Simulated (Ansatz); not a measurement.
BAs: from a starting cell to a relaxed one

The start is a relaxed BAs cell deformed by the Cartesian strain tensor (xx, yy, zz, yz, xz, xy) = (-0.045, -0.054, -0.082, -0.026, 0.022, 0.025). A full variable-cell relaxation at zero pressure is run with r2SCAN (plane waves to 500 eV, PAW, scalar-relativistic; Ansatz, a program for electronic structure). The first steps use a coarse 9×9×9 k-mesh.

Input geometry:
```
CELL_PARAMETERS angstrom
      0.11362     2.19940     2.13242
      2.33813    -0.00359     2.24963
      2.34411     2.32259    -0.00957
ATOMIC_POSITIONS crystal
  As 0.75000 0.75000 0.75000
  B  0.00000 0.00000 0.00000
```

Q: How large is the pressure on the unrelaxed cell, and of which sign?

A: +40.9 GPa (positive: the cell is compressed).

Q: By how much does the energy per atom fall from start to end?

A: 0.34 eV/atom.

Q: How does the volume change?

A: +20.8 %, from 11.33 to 13.69 Å³/atom.

Q: Does it find its way back to the structure it was made from?

A: The parent structure is recovered, F-43m (No. 216).

Q: How do the shortest distances between atoms change?

A: The closest pairs of elements (up to four, under 3.6 Å), start → end: As–B 1.84 → 2.07 Å; As–As 3.07 → 3.38 Å; B–B 3.07 → 3.38 Å.

Q: Is the relaxed structure metallic? Give its gap.

A: 1.38 eV, indirect (valence top at Γ, conduction bottom at 76 % of the way from Γ to X) (no spin-orbit coupling).

It ends as:

```cif
data_As4B4
_chemical_formula_sum 'As4 B4'
_space_group_name_H-M_alt 'F-43m'
_space_group_IT_number 216
_space_group_name_Hall 'F -4 2 3'
_cell_length_a 4.78387
_cell_length_b 4.78387
_cell_length_c 4.78387
_cell_angle_alpha 90.000
_cell_angle_beta 90.000
_cell_angle_gamma 90.000
loop_
_atom_site_label
_atom_site_type_symbol
_atom_site_symmetry_multiplicity
_atom_site_Wyckoff_symbol
_atom_site_fract_x
_atom_site_fract_y
_atom_site_fract_z
_atom_site_occupancy
As1 As 4 c 0.25000 0.25000 0.25000 1
B1 B 4 a 0.00000 0.00000 0.00000 1
```
(The calculation used a cell of 2 atoms; values per cell refer to that cell.)

Final values are on a 12×12×12 k-mesh of the relaxed cell. No spin polarisation in the result.
